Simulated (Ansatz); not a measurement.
LaSiO in space group P4/nmm (No. 129; La on 2c, Si on 2a, O on 2c) at seven volumes, the program Ansatz at the PBEsol level (PAW), shape and atoms relaxed at each. One row is withheld.

| V (Å³/atom) | P (GPa) |
|---|---|
| 15.773 | 13.27 |
| 16.293 | 8.10 |
| 16.813 | ? |
| 17.333 | 0.00 |
| 17.853 | -3.12 |
| 18.373 | -5.72 |
| 18.893 | -7.88 |

Task: Fit the shown pressures and predict the withheld one.

Result: Third-order Birch–Murnaghan: P = (3/2)B₀(x^(7/2) − x^(5/2))[1 + (3/4)(B′ − 4)(x − 1)] with x = (V₀/V)^(2/3). Least squares on the six rows gives V₀ = 17.333 Å³/atom, B₀ = 112.5 GPa, B′ = 4.76. At V = 16.813, x = 1.0205 and P = 3.68 GPa. The run itself gave 3.71 GPa.

The start of the workflow was typed in or built on a structure type; neither database checked (COD, Materials Project) lists it. Whether it is the stable phase at ambient conditions was not checked. Symmetry was held in the PBEsol relaxation; its stability against distortions is not shown here. Spin–orbit coupling is left out wherever it is not named.

Potentials: the earlier of the program's two PAW sets. The files were generated under PBE; for other functionals the program regenerates the frozen cores, and for LDA and PBEsol the local potential too.
